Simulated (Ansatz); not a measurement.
CsH:
```cif
data_HCs
_chemical_formula_sum 'Cs1 H1'
_space_group_name_H-M_alt 'P 1'
_space_group_IT_number 1
_cell_length_a 4.51199
_cell_length_b 4.51199
_cell_length_c 4.51199
_cell_angle_alpha 60.000
_cell_angle_beta 60.000
_cell_angle_gamma 60.000
loop_
_space_group_symop_operation_xyz
  'x, y, z'
loop_
_atom_site_label
_atom_site_type_symbol
_atom_site_fract_x
_atom_site_fract_y
_atom_site_fract_z
_atom_site_occupancy
Cs1 Cs 0.00000 0.00000 0.00000 1
H1 H 0.50000 0.50000 0.50000 1
```

Relaxed with r²SCAN. r²SCAN (plane waves, PAW; program Ansatz) gives a gap of 2.68 eV.

### Question
What gap does HSE06 give on the same cell (Ansatz, PAW)?

### Answer
3.26 eV, 0.58 eV more. The hybrid was solved on a coarser mesh and at special points; its gap is the smallest among all of these.

```
k  v1 r²SCAN  c1 r²SCAN  v1 HSE06  c1 HSE06
-  ---------  ---------  --------  --------
Γ      -1.63       5.70         ?         ?
X      -1.13       3.52         ?         ?
L       0.00       2.68      0.00      3.26
W      -0.71       4.57         ?         ?
K      -0.75       3.83         ?         ?
```

### Question
Top valence (v1) and lowest conduction level (c1) in eV from each method's valence maximum (which need not be a listed point): supply the withheld HSE06 values.

### Answer

- K, v1 HSE06: -0.79
- K, c1 HSE06: 4.49
- W, v1 HSE06: -0.76
- W, c1 HSE06: 5.25
- Γ, v1 HSE06: -1.76
- Γ, c1 HSE06: 6.36
- X, v1 HSE06: -1.20
- X, c1 HSE06: 4.21

Cost on shared cores: the r²SCAN run (SCF on a 8×8×8 mesh, then bands and DOS) about 12 core-seconds (a rough figure), the HSE06 run (SCF on 6×6×6, then a few points) about 110 core-seconds (a rough figure); the tasks are unlike.

Space group Fm-3m (rock salt). The first step of the workflow began from a Materials Project structure, measured or hypothetical; the Crystallography Open Database files this formula in space group No. 225, but the cells were not matched. Its standing as an ambient phase is unchecked. Symmetry was held in the r²SCAN relaxation; phonons on a q-mesh show no instability. Spin–orbit coupling is left out wherever it is not named.

Potentials: the later of the program's two PAW sets.
